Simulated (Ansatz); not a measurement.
A relaxed 1×1 slab of 6 planes, cut along (0001) from a hcp crystal of one element, has a cell area of 8.89 Å² and a bulk spacing of 2.536 Å between its first planes. All-electron LAPW in Ansatz 0.2.0 (PBE, scalar-relativistic, no spin polarisation) gives γ = 1.73 J/m², Φ = 4.33 eV and a change of the outer spacing of -6.3 %. The hcp structure needn't be the element's own.

Question: Which element is it?

Answer: Hf. Other candidates weren't computed, and some may come near.
